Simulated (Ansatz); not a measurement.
input.yaml (Ansatz)

```yaml
crystal:
  lattice:
    - [1.7522915006, 0.0, 0.0]
    - [-0.8761457503, 1.5175289544, 0.0]
    - [0.0, 0.0, 15.9372106829]
  atoms:
    - { symbol: B, position: [0.0, 0.0, 0.0] }
    - { symbol: B, position: [0.0, 0.0, 0.5] }
    - { symbol: B, position: [0.3333333333, 0.6666666667, 0.25] }
    - { symbol: B, position: [0.6666666667, 0.3333333333, 0.75] }
hamiltonian:
  xc: r2scan
  pseudopotentials:
    kind: paw
    azcp:
      B: "pseudopotentials/B.paw.azcp"
basis:
  ecutwfc: 500
  fft_grid_basis: typed
kpoints:
  mp_grid: { grid: [23, 23, 3], shift: [0, 0, 0] }
magnetization:
  spin_polarized: false
scf:
  occupations: { method: fermi_dirac, width: 0.1 }
  lower_state_search: "off"
output:
  stress: true
  write_density: true
  write_potential: true
  elf: true
  volumetric_format: npy
```

Terminal output

```
Engine: ansatz 0.2.0, x86_64-unknown-linux-gnu
Pseudopotentials: kind: paw
Pseudopotential: B, paw, valence charge 3, recommended cutoff 500 eV (meta_gga) 
Functional definition: r2SCAN
  parameter k0 = 0.174
  parameter k1 = 0.065
  parameter a1 = 4.9479
  exchange = r2scan_x(k0 = k0, k1 = k1, a1 = a1)
  correlation = r2scan_c
Crystal: 4 atoms, lattice volume = 42.379 Å³
Basis set: ecut = 500 eV, 1109 PW (Γ), exchange–correlation on 60×60×480 points (64 copies of the dense FFT grid, shifted against one another)
Bands: 10, of which v1, the nominal top of the filled ones, is band 6 counted from 1 (5 counted from 0)
Symmetry: 24 space group operations
Space group: P63/mmc (ITA 194), of the structure as read, at distance tolerance 3.5e-5 Å
k-points: 112 of 1587
Non-local potential: B, projectors of the file, l = 0: 2, l = 1: 2, l = 2: 1
PAW form: soft (Blöchl's): semilocal exchange-correlation on the pseudo side does not see the compensation charge
PAW frozen core: B, regenerated for the run's functional (the file was generated under x = pbe(κ = 0.804, μ = 0.2195149727645171), c = pbe(β = 0.06672455060314922))
PAW one-centre angular grid: B, 302 points (default); XC on 160 Gauss nodes
Initial density: superposition of atomic densities (neutral atoms: chi_scale 0, normalization atom), corrected by the library's trained network
Initial wavefunctions: pseudopotential atomic-orbital guess
Functional: x = r2scan, c = r2scan; τ floored in thin density (d = 2e-4 eV/Å³)
SCF iter   1: F=-623.034181 eV  HF=-623.101438 eV  |F-HF|=6.73e-2  |Δ(HF+E_count)|=         —  Δρ=1.77e-2  dr2=2.26e-1  dr2_τ=5.29e-1  ethr=1.77e-3  ⟨swp⟩=6.1  Hψ=7749  notcnv=0
SCF iter   2: F=-623.059716 eV  HF=-623.127315 eV  |F-HF|=6.76e-2  |Δ(HF+E_count)|=   2.59e-2  Δρ=1.15e-2  dr2=1.10e-1  dr2_τ=1.92e-4  ethr=1.77e-3  ⟨swp⟩=2.0  Hψ=2354  notcnv=0  defer=4
SCF iter   3: F=-623.086455 eV  HF=-623.085093 eV  |F-HF|=1.36e-3  |Δ(HF+E_count)|=   4.22e-2  Δρ=2.73e-3  dr2=2.82e-3  dr2_τ=1.78e-4  ethr=9.20e-4  ⟨swp⟩=2.8  Hψ=2114  notcnv=0  defer=4
SCF iter   4: F=-623.086451 eV  HF=-623.086754 eV  |F-HF|=3.03e-4  |Δ(HF+E_count)|=   1.66e-3  Δρ=8.65e-4  dr2=9.95e-4  dr2_τ=1.77e-5  ethr=2.35e-5  ⟨swp⟩=1.7  Hψ=1402  notcnv=0  defer=4
SCF iter   5: F=-623.086668 eV  HF=-623.086659 eV  |F-HF|=9.15e-6  |Δ(HF+E_count)|=   9.47e-5  Δρ=2.64e-4  dr2=2.47e-5  dr2_τ=9.03e-7  ethr=8.29e-6  ⟨swp⟩=2.5  Hψ=1837  notcnv=0  defer=4
SCF iter   6: F=-623.086672 eV  HF=-623.086672 eV  |F-HF|=2.45e-8  |Δ(HF+E_count)|=   1.26e-5  Δρ=7.71e-5  dr2=1.69e-6  dr2_τ=3.27e-8  ethr=2.06e-7  ⟨swp⟩=1.8  Hψ=1429  notcnv=0  defer=4
SCF iter   7: F=-623.086672 eV  HF=-623.086672 eV  |F-HF|=2.20e-9  |Δ(HF+E_count)|=   2.93e-7  Δρ=3.70e-6  dr2=7.05e-9  dr2_τ=2.76e-10  ethr=8.33e-10  ⟨swp⟩=8.4  Hψ=9219  notcnv=0
SCF 1 converged in 7 iterations: F = -623.086672 eV  dr2 = 7.05e-9
SCF converged after 7 iterations
Free energy (F): -623.086672 eV
Harris-Foulkes:  -623.086672 eV  (|F-HF|=2.20e-9)
Internal energy: -623.051560 eV  (E = F + TS)
E sigma→0 (E₀):  -623.069116 eV
Entropy (-TS):   -0.035112 eV (-8.778 meV/atom)
Fermi energy:    6.446253 eV
--- Per-component energies (eV) ---
  E_band       = -30.256798
  E_kinetic    = 195.512452
  E_local      = -297.569435  (includes V_loc(G=0)·N_el)
  E_nonlocal   = 40.297039
  E_hartree    = 98.003263
  E_xc         = -122.818917
  E_vxc        = -161.838158  (∫ρ·V_xc dr)
  E_paw        = -319.854003  (= ΣΔE_a)
  E_vpaw       = -10.881918  (= ΣTr[D̂ρ^β])
  E_aug_tail   = -0.000006  (compensation charges beyond the density's cutoff)
  E_vtau       = 8.216748  (kinetic-family band-sum trace: ∫τ·v_τ [+ j·A + Jᵃ·Aᵃ] dr)
  E_ewald      = -216.548185
  E_core_change = -0.073768  (= ΣΔE_core)
  E_smearing   = -0.035112  (= −TS)
  E_closure    = 0.000000  (closes the sum)
  Σ components = -623.086672   (vs F -623.086672, Δ=0.00e0)
--- Stress (GPa, compression-positive) ---
      -18.731088       0.000000       0.000000
        0.000000     -18.731088       0.000000
        0.000000       0.000000      -1.457761
  P = ⅓ Tr σ = -12.9733 GPa (-129.733 kbar)
--- Band table (eV; the first three rows and the last of 112) ---
  k-point 0: bands = ["-11.3784", "-11.3002", "-11.3002", "-11.2184", "-1.9280", "-1.3649", "-1.3648", "-0.6984", "8.7385", "10.7952"]
  k-point 1: bands = ["-11.3682", "-11.3398", "-11.2598", "-11.2296", "-1.8569", "-1.6563", "-1.0482", "-0.7960", "8.9918", "9.7099"]
  k-point 2: bands = ["-11.2876", "-11.2100", "-11.2099", "-11.1288", "-1.8019", "-1.2394", "-1.2394", "-0.5732", "8.8489", "10.9060"]
  k-point 111: bands = ["2.0276", "2.0307", "2.0392", "2.0423", "3.8415", "3.8426", "3.8458", "3.8470", "14.6068", "14.6110"]
```

Command:

```sh
ansatz run input.yaml --threads 1 --pin off --max-ram 3584MiB --backend cpu --events-out ev --progress --plain --runs-dir out
```

On 1 thread of Intel(R) Xeon(R) Platinum 8259CL CPU @ 2.50GHz (Skylake/Cascade Lake) (shared host) this took about 11 s of wall time and 11 s of CPU time.
